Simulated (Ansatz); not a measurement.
A plane-wave DFT run in Ansatz 0.2.0 (scalar-relativistic PAW potentials unless the input names others): input and command.

```yaml
crystal:
  lattice:
    - [0.0, 5.2105219256, 5.2105219256]
    - [5.2105219256, 0.0, 5.2105219256]
    - [5.2105219256, 5.2105219256, 0.0]
  atoms:
    - { symbol: Cs, position: [0.75, 0.75, 0.75] }
    - { symbol: Cs, position: [0.25, 0.25, 0.25] }
    - { symbol: Na, position: [0.5, 0.5, 0.5] }
    - { symbol: Sc, position: [0.0, 0.0, 0.0] }
    - { symbol: Cl, position: [0.7657789683, 0.2342210317, 0.2342210317] }
    - { symbol: Cl, position: [0.2342210317, 0.2342210317, 0.7657789683] }
    - { symbol: Cl, position: [0.2342210317, 0.7657789683, 0.7657789683] }
    - { symbol: Cl, position: [0.2428574026, 0.7571425974, 0.2428574026] }
    - { symbol: Cl, position: [0.7571425974, 0.2428574026, 0.7571425974] }
    - { symbol: Cl, position: [0.7657789683, 0.7657789683, 0.2342210317] }
basis:
  ecutwfc: 420
kpoints:
  mp_grid: { grid: [1, 1, 1] }
hamiltonian:
  xc: pbesol
scf:
  occupations: { method: gaussian, width: 0.05 }
  max_iter: 100
output:
  forces: true
  eigenvalues: true
  stress: true
```

```bash
ansatz run input.yaml --threads 2 --pin off --max-ram 5120MiB --backend cpu --events-out ev --progress --plain --runs-dir out
```

Abridged log:
```
Basis set: ecut = 420 eV, 5577 PW (Γ), exchange–correlation on 100×100×100 points (8 copies of the dense FFT grid, shifted against one another)
Bands: 50, of which v1, the nominal top of the filled ones, is band 40 counted from 1 (39 counted from 0)
Symmetry: 16 space group operations
k-points: 1
SCF iter   1: F=—  HF=-21141.133830 eV  |F-HF|=—  |Δ(HF+E_count)|=         —  Δρ=4.89e-3  dr2=1.36e-1  ethr=1.77e-3  ⟨swp⟩=6.0  Hψ=218  notcnv=0
SCF iter   2: F=—  HF=-21141.100547 eV  |F-HF|=—  |Δ(HF+E_count)|=   3.33e-2  Δρ=2.27e-3  dr2=3.34e-2  ethr=1.70e-4  ⟨swp⟩=2.0  Hψ=68  notcnv=0  defer=2
SCF iter   3: F=—  HF=-21141.095926 eV  |F-HF|=—  |Δ(HF+E_count)|=   4.62e-3  Δρ=6.94e-4  dr2=2.48e-3  ethr=4.18e-5  ⟨swp⟩=2.0  Hψ=74  notcnv=0
automatic band count: iteration 3 solves 48 bands in place of 50: the levels show a gap, and the empty bands left out lie too high to hold charge; the band table lists the bands solved (type scf.n_extra_bands for more)
SCF iter   4: F=—  HF=-21141.096937 eV  |F-HF|=—  |Δ(HF+E_count)|=   1.01e-3  Δρ=3.64e-4  dr2=7.39e-4  ethr=3.10e-6  ⟨swp⟩=2.0  Hψ=92  notcnv=0
SCF iter   5: F=—  HF=-21141.096863 eV  |F-HF|=—  |Δ(HF+E_count)|=   7.37e-5  Δρ=8.32e-5  dr2=4.27e-5  ethr=9.24e-7  ⟨swp⟩=2.0  Hψ=72  notcnv=0
SCF iter   6: F=—  HF=-21141.096927 eV  |F-HF|=—  |Δ(HF+E_count)|=   6.43e-5  Δρ=3.74e-5  dr2=4.04e-6  ethr=5.34e-8  ⟨swp⟩=2.0  Hψ=83  notcnv=0
SCF iter   7: F=—  HF=-21141.096929 eV  |F-HF|=—  |Δ(HF+E_count)|=   1.35e-6  Δρ=1.03e-5  dr2=4.47e-7  ethr=5.05e-9  ⟨swp⟩=2.0  Hψ=85  notcnv=0
SCF iter   8: F=-21141.096929 eV  HF=-21141.096929 eV  |F-HF|=9.97e-9  |Δ(HF+E_count)|=   3.45e-7  Δρ=2.14e-6  dr2=1.75e-8  ethr=1.25e-10  ⟨swp⟩=6.0  Hψ=212  notcnv=0
SCF 1 converged in 8 iterations: F = -21141.096929 eV  dr2 = 1.75e-8
SCF converged after 8 iterations
Free energy (F): -21141.096929 eV
Harris-Foulkes:  -21141.096929 eV  (|F-HF|=9.97e-9)
Internal energy: -21141.096929 eV  (E = F + TS)
E sigma→0 (E₀):  -21141.096929 eV
Fermi energy:    4.767150 eV
--- Forces (eV/Å), atoms counted from 1 ---
  atom   1  Cs     0.00000000     0.00000000     0.00000000
  atom   2  Cs     0.00000000     0.00000000     0.00000000
  atom   3  Na     0.00000000     0.00000000     0.00000000
  atom   4  Sc     0.00000000     0.00000000     0.00000000
  atom   5  Cl    -0.16577113     0.00000000     0.00000000
  atom   6  Cl     0.00000000     0.00000000    -0.16577113
  atom   7  Cl     0.16577113     0.00000000     0.00000000
  atom   8  Cl     0.00000000    -0.50937044     0.00000000
  atom   9  Cl     0.00000000     0.50937044     0.00000000
  atom  10  Cl     0.00000000     0.00000000     0.16577113
--- Stress (GPa, compression-positive) ---
        5.285006       0.000000       0.000000
        0.000000       4.426477       0.000000
        0.000000       0.000000       5.285006
  P = ⅓ Tr σ = 4.9988 GPa (49.988 kbar)
```

Task: What is wrong with this input?

Result: The fault is one k-point for a small cell (kpoints.mp_grid.grid: [4, 4, 4] → [1, 1, 1], the first being the value of the sound run). Setting it back cures it. The run converged all the same, with an energy at zero smearing 350 meV/atom above the reference's, pressure 5.00 GPa, largest force 0.509 eV/Å, gap on the mesh 3.90 eV, so convergence alone doesn't show that an input is right. A reference run from the same start on usual settings converged with pressure 0.06 GPa, largest force 0.316 eV/Å, gap on the mesh 3.96 eV.

The run took 1.2 s on 2 threads of Intel(R) Xeon(R) Platinum 8488C (Sapphire Rapids) (shared host), peak memory 0.55 GiB.